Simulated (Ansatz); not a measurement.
Level of theory: DFT PBEsol, scalar-relativistic, plane waves, PAW (Ansatz 0.2.0).

Structure of YNiGe3:

```
CELL_PARAMETERS angstrom
2.02570 -10.71197 0.00000
2.02570 10.71197 0.00000
0.00000 0.00000 4.03654
ATOMIC_POSITIONS crystal
Y 0.83088 0.16912 0.50000
Y 0.16912 0.83088 0.50000
Ni 0.61068 0.38932 0.00000
Ni 0.38932 0.61068 0.00000
Ge 0.05753 0.94247 0.00000
Ge 0.94247 0.05753 0.00000
Ge 0.28336 0.71664 0.00000
Ge 0.71664 0.28336 0.00000
Ge 0.44263 0.55737 0.50000
Ge 0.55737 0.44263 0.50000
```

Cutoff 420 eV; k points 10×10×10 on the computed 10-atom cell (Γ-centred); Gaussian smearing, width 0.10 eV; no spin polarisation.

Levels along Γ–Y–C0 | Σ0–Γ–Z–A0 | E0–T–Y | Γ–S–R–Z–T, in eV from the Fermi level, sorted by energy at each point. Points in fractions of the primitive reciprocal vectors: Γ (0.000 0.000 0.000), Y (-0.500 0.500 0.000), C0 (-0.259 0.741 0.000), Σ0 (0.259 0.259 0.000), Z (0.000 0.000 0.500), A0 (0.259 0.259 0.500), E0 (-0.259 0.741 0.500), T (-0.500 0.500 0.500), S (0.000 0.500 0.000), R (0.000 0.500 0.500).
```
point k (1/Å, with 2π) band 68  band 69  band 70  band 71  band 72  band 73  band 74
    Γ             0.000    -1.04    -0.95    -0.58    -0.20    -0.04     1.43     2.04
    -             0.042    -1.03    -0.95    -0.59    -0.20    -0.04     1.41     2.10
    -             0.084    -1.01    -0.96    -0.61    -0.21    -0.03     1.39     2.21
    -             0.126    -0.99    -0.97    -0.64    -0.21    -0.01     1.39     2.16
    -             0.168    -0.98    -0.97    -0.65    -0.21     0.02     1.44     2.06
    -             0.209    -1.00    -0.95    -0.66    -0.22     0.04     1.51     1.97
    -             0.251    -1.01    -0.94    -0.66    -0.22     0.05     1.60     1.92
    Y             0.293    -1.01    -0.93    -0.66    -0.22     0.06     1.65     1.90
    -             0.400    -1.22    -0.90    -0.38    -0.09     0.15     1.65     1.96
    -             0.507    -1.15    -0.81    -0.11     0.14     0.52     1.47     1.50
    -             0.614    -1.10    -0.62    -0.23     0.28     0.89     1.03     1.54
    -             0.721    -1.12    -0.41    -0.34     0.00     0.67     1.21     1.99
    -             0.827    -1.14    -0.55    -0.26     0.02     0.42     1.53     1.63
    -             0.934    -1.08    -0.56    -0.39     0.30     0.46     1.11     1.33
   C0             1.041    -1.01    -0.38    -0.35     0.23     0.80     0.95     0.99
   Σ0             1.041    -1.01    -0.38    -0.35     0.23     0.80     0.95     0.99
    -             1.156    -0.98    -0.17    -0.06    -0.01     0.70     0.95     1.47
    -             1.270    -0.97    -0.41    -0.10     0.45     0.61     1.29     1.36
    -             1.385    -0.86    -0.72    -0.20     0.79     0.84     1.09     1.27
    -             1.500    -0.98    -0.66    -0.28     0.67     1.08     1.12     1.38
    -             1.615    -1.05    -0.56    -0.20     0.23     0.50     1.56     1.57
    -             1.729    -1.04    -0.57    -0.54    -0.08     0.05     1.47     2.02
    Γ             1.844    -1.04    -0.95    -0.58    -0.20    -0.04     1.43     2.04
    -             1.955    -1.01    -0.91    -0.56     0.02     0.12     1.30     1.96
    -             2.067    -0.91    -0.80    -0.53     0.35     0.37     0.95     1.78
    -             2.178    -0.77    -0.60    -0.49     0.28     0.47     0.73     1.39
    -             2.289    -0.67    -0.44    -0.30     0.02     0.19     0.98     0.98
    -             2.400    -0.72    -0.43    -0.11     0.09     0.16     0.62     1.21
    -             2.511    -0.84    -0.43    -0.08     0.26     0.33     0.55     1.39
    Z             2.622    -0.89    -0.42    -0.05     0.20     0.30     1.04     1.17
    -             2.737    -0.92    -0.91    -0.24    -0.02     0.68     0.79     1.13
    -             2.852    -1.39    -1.00    -0.72    -0.62     0.05     1.47     1.50
    -             2.967    -1.65    -1.35    -1.16    -1.01    -0.45     1.53     1.67
    -             3.081    -1.79    -1.76    -1.39    -1.38    -0.82     1.55     1.84
    -             3.196    -1.91    -1.86    -1.76    -1.63    -1.06     1.76     2.00
    -             3.311    -2.02    -1.93    -1.91    -1.84    -1.18     2.02     2.08
   A0             3.426    -1.97    -1.96    -1.93    -1.88    -1.22     2.02     2.13
   E0             3.426    -1.97    -1.96    -1.93    -1.88    -1.22     2.02     2.13
    -             3.532    -1.96    -1.94    -1.90    -1.70    -1.18     1.90     2.09
    -             3.639    -1.90    -1.77    -1.59    -1.44    -1.09     1.77     1.99
    -             3.746    -1.82    -1.51    -1.26    -1.14    -0.91     1.67     1.88
    -             3.853    -1.68    -1.18    -0.96    -0.83    -0.65     1.63     1.65
    -             3.960    -1.43    -0.89    -0.67    -0.53    -0.32     1.23     1.69
    -             4.066    -1.08    -0.74    -0.28    -0.21     0.01     0.75     1.26
    T             4.173    -0.88    -0.71     0.16     0.16     0.23     0.30     0.58
    -             4.285    -0.88    -0.73    -0.25     0.26     0.29     0.63     0.73
    -             4.396    -0.84    -0.78    -0.61     0.21     0.60     0.79     1.35
    -             4.507    -0.90    -0.85    -0.76     0.21     0.85     1.03     1.52
    -             4.618    -1.12    -0.92    -0.66     0.40     0.77     1.15     1.36
    -             4.729    -1.29    -0.97    -0.63     0.43     0.68     0.84     1.76
    -             4.840    -1.10    -1.00    -0.65     0.03     0.25     1.37     2.00
    Y             4.952    -1.01    -0.93    -0.66    -0.22     0.06     1.65     1.90
    Γ             4.952    -1.04    -0.95    -0.58    -0.20    -0.04     1.43     2.04
    -             5.064    -1.04    -0.62    -0.53    -0.08     0.04     1.47     2.05
    -             5.177    -1.02    -0.60    -0.19     0.19     0.47     1.45     1.69
    -             5.290    -0.90    -0.68    -0.31     0.64     0.91     1.27     1.34
    -             5.403    -0.86    -0.66    -0.35     0.49     1.06     1.12     1.43
    -             5.515    -0.99    -0.35    -0.35     0.17     1.00     1.11     1.44
    -             5.628    -1.04    -0.46    -0.02     0.08     0.84     0.95     1.33
    S             5.741    -1.06    -0.54     0.11     0.20     0.64     0.86     1.23
    -             5.852    -1.04    -0.90    -0.18     0.26     0.28     1.09     1.33
    -             5.963    -1.33    -1.09    -0.66    -0.18    -0.13     1.00     1.47
    -             6.074    -1.60    -1.29    -1.00    -0.74    -0.59     1.24     1.34
    -             6.186    -1.76    -1.57    -1.29    -1.26    -0.90     1.39     1.54
    -             6.297    -1.86    -1.78    -1.63    -1.62    -1.08     1.59     1.84
    -             6.408    -1.97    -1.91    -1.86    -1.86    -1.18     1.87     2.05
    R             6.519    -1.99    -1.92    -1.92    -1.91    -1.21     2.00     2.12
    -             6.632    -2.02    -1.92    -1.92    -1.78    -1.18     2.00     2.02
    -             6.745    -1.90    -1.87    -1.68    -1.56    -1.05     1.79     1.92
    -             6.857    -1.78    -1.78    -1.32    -1.31    -0.80     1.59     1.76
    -             6.970    -1.64    -1.37    -1.12    -0.93    -0.43     1.56     1.62
    -             7.083    -1.37    -0.98    -0.78    -0.51     0.08     1.44     1.48
    -             7.196    -0.93    -0.87    -0.26     0.01     0.68     0.80     1.12
    Z             7.308    -0.89    -0.42    -0.05     0.20     0.30     1.04     1.17
    -             7.350    -0.89    -0.41    -0.11     0.20     0.30     0.98     1.18
    -             7.392    -0.88    -0.36    -0.28     0.20     0.30     0.84     1.22
    -             7.434    -0.88    -0.52    -0.29     0.19     0.30     0.68     1.15
    -             7.476    -0.88    -0.78    -0.18     0.18     0.30     0.52     1.08
    -             7.518    -0.88    -0.81    -0.05     0.17     0.30     0.37     0.86
    -             7.560    -0.88    -0.74     0.09     0.16     0.27     0.30     0.67
    T             7.601    -0.88    -0.71     0.16     0.16     0.23     0.30     0.58
```

A ferromagnetic start lost its moments in a first run, so spin was left out; other magnetic orders weren't tried.

Cost: 1 run of about 16 core-minutes, on Intel Xeon Platinum 8259CL (Skylake/Cascade Lake) (shared hosts).